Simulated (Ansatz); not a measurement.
## Piezoelectric tensor of BAs

Theory: Ansatz 0.2.0, DFT r2SCAN+D3(BJ), scalar-relativistic, plane waves, PAW. Plane waves to 500 eV; Γ-centred k mesh 10×10×10; fixed occupations. No spin polarisation.

The cell is fixed (symmetry leaves no force on the atoms) and stands under 0.0 GPa:
```xyz
2
Lattice="0.0000 2.3820 2.3820 2.3820 0.0000 2.3820 2.3820 2.3820 0.0000" Properties=species:S:1:pos:R:3 pbc="T T T"
B     0.0000    0.0000    0.0000
As    1.1910    1.1910    1.1910
```

The cell is the ideal cubic zincblende prototype.

(1) Give the relaxed-ion proper piezoelectric stress tensor e_iJ (C/m², Voigt columns xx yy zz yz xz xy).

(2) With the elastic constants (GPa, Voigt order)
C11 = 294.8, C12 = 69.2, C13 = 69.2, C22 = 294.8, C23 = 69.2, C33 = 294.8, C44 = 161.4, C55 = 161.4, C66 = 161.4 GPa; the others vanish.
find the strain coefficients d = e·C⁻¹ (pC/N).

Answers

(1)
```
x    0.000  0.000  0.000 -0.186  0.000  0.000
y    0.000  0.000  0.000  0.000 -0.186  0.000
z    0.000  0.000  0.000  0.000  0.000 -0.186
```
Signs follow the orientation of the cell as given.

(2)
```
x    0.00  0.00  0.00 -1.15  0.00  0.00
y    0.00  0.00  0.00  0.00 -1.15  0.00
z    0.00  0.00  0.00  0.00  0.00 -1.15
```

Cost: 1 run of about 4.8 core-minutes, on Intel Xeon Processor @ 2.50GHz (Skylake/Cascade Lake) (shared hosts).